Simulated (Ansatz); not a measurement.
SrPb: course of a relaxation

Computed with Ansatz, DFT PBEsol, scalar-relativistic, plane waves, PAW. Settings: 420 eV cutoff, 10×10×10 k-mesh, Gaussian smearing of 0.10 eV, no spin polarisation.

What was changed: relaxed at 1 GPa.

Spin–orbit coupling is left out, which can shift energies with elements as heavy as these.

Command:

```bash
ansatz run input.yaml --threads 1 --pin off --max-ram 2560MiB --backend cpu --events-out ev --progress --plain --runs-dir out
```

Input:

```yaml
crystal:
  lattice:
    - [2.5081307955, -6.0781298362, 0.0]
    - [2.5081307955, 6.0781298362, 0.0]
    - [0.0, 0.0, 4.595058904]
  atoms:
    - { symbol: Sr, position: [0.8659520531, 0.1340479469, 0.75] }
    - { symbol: Sr, position: [0.1340479469, 0.8659520531, 0.25] }
    - { symbol: Pb, position: [0.584505079, 0.415494921, 0.75] }
    - { symbol: Pb, position: [0.415494921, 0.584505079, 0.25] }
basis:
  ecutwfc: 420
kpoints:
  mp_grid: { grid: [10, 10, 10] }
hamiltonian:
  xc: pbesol
scf:
  occupations: { method: gaussian, width: 0.1 }
output:
  forces: true
  stress: true
  eigenvalues: true
relax:
  adjacent_minimum: "off"
  f_tol: 0.008
  max_steps: 50
  cell: { stress_tol: 0.08, p_target: 1.0 }
```

F is the free energy. Steps run on the plane waves of an earlier cell, but the last one, and at times one on the way, on a freshly chosen basis, so a repeated geometry can differ a little in energy. The relaxation lowers the enthalpy F + PV at the target pressure, so F itself can rise.

Steps:

```tsv
step	F − F(1) (eV)	largest force component (eV/Å)	V (Å³/atom)	P (GPa)
1	0.0000	0.024	35.025	0.33
2	0.0119	0.022	34.308	1.03
3	0.0107	0.003	34.347	0.99
4	0.0109	0.003	34.347	0.99
```

Relaxed structure:

```cif
data_structure
_symmetry_space_group_name_H-M 'P 1'
_symmetry_Int_Tables_number 1
_cell_length_a 6.5310
_cell_length_b 6.5310
_cell_length_c 4.5665
_cell_angle_alpha 90.000
_cell_angle_beta 90.000
_cell_angle_gamma 135.142
_cell_volume 137.39
loop_
_atom_site_label
_atom_site_type_symbol
_atom_site_fract_x
_atom_site_fract_y
_atom_site_fract_z
_atom_site_occupancy
Sr1 Sr 0.86563 0.13437 0.75000 1
Sr2 Sr 0.13437 0.86563 0.25000 1
Pb1 Pb 0.58508 0.41492 0.75000 1
Pb2 Pb 0.41492 0.58508 0.25000 1
```

Symmetry: Cmcm, No. 63, orthorhombic system. Conventional cell: a = 4.984 Å, b = 12.074 Å, c = 4.567 Å, α = 90.00°, β = 90.00°, γ = 90.00°. Sr (site symmetry m2m) has 7 Pb at 3.39 to 3.64 Å as nearest neighbours. Pb (site symmetry m2m) has 2 Pb at 3.07 Å and 5 Sr at 3.39 to 3.43 Å as nearest neighbours.

The run converged. It took 3.3 min on 1 thread of Arm Neoverse V1, on a shared host, peak memory 0.79 GiB.